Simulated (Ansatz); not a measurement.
Tl3VSe4 in space group I-43m (No. 217; V on 2a, Tl on 6b, Se on 8c) under volume change, DFT-PBEsol in the program Ansatz with PAW potentials, shape and atoms relaxed at each volume.

```json
[
 {"V (Å³/atom)": "25.566", "E − E(relaxed) (meV/atom)": "23.1", "P (GPa)": "3.25"},
 {"V (Å³/atom)": "26.409", "E − E(relaxed) (meV/atom)": "[?]", "P (GPa)": "[?]"},
 {"V (Å³/atom)": "27.252", "E − E(relaxed) (meV/atom)": "[?]", "P (GPa)": "[?]"},
 {"V (Å³/atom)": "28.095", "E − E(relaxed) (meV/atom)": "0.0", "P (GPa)": "0.00"},
 {"V (Å³/atom)": "28.938", "E − E(relaxed) (meV/atom)": "2.0", "P (GPa)": "-0.71"},
 {"V (Å³/atom)": "29.781", "E − E(relaxed) (meV/atom)": "7.6", "P (GPa)": "-1.36"},
 {"V (Å³/atom)": "30.624", "E − E(relaxed) (meV/atom)": "16.1", "P (GPa)": "-1.87"}
]
```

### Question
Some entries are withheld; supply them.

### Answer

- 27.252, E − E(relaxed) (meV/atom): 2.2
- 27.252, P (GPa): 0.88
- 26.409, E − E(relaxed) (meV/atom): 9.6
- 26.409, P (GPa): 1.95

### Question
What does a third-order Birch–Murnaghan fit give for V₀, B₀ and B′?

### Answer
V₀ = 28.09 Å³/atom, B₀ = 27.0 GPa, B′ = 5.2.

The workflow started from a Materials Project entry (that database holds measured and hypothetical structures alike); the Crystallography Open Database copy checked does not list it. Its standing as an ambient phase is unchecked. The PBEsol relaxation kept the symmetry of its start; whether a distortion lowers the energy is not shown. The run is not spin-polarised. Spin–orbit coupling is left out wherever it is not named.

Potentials: the later of the program's two PAW sets.
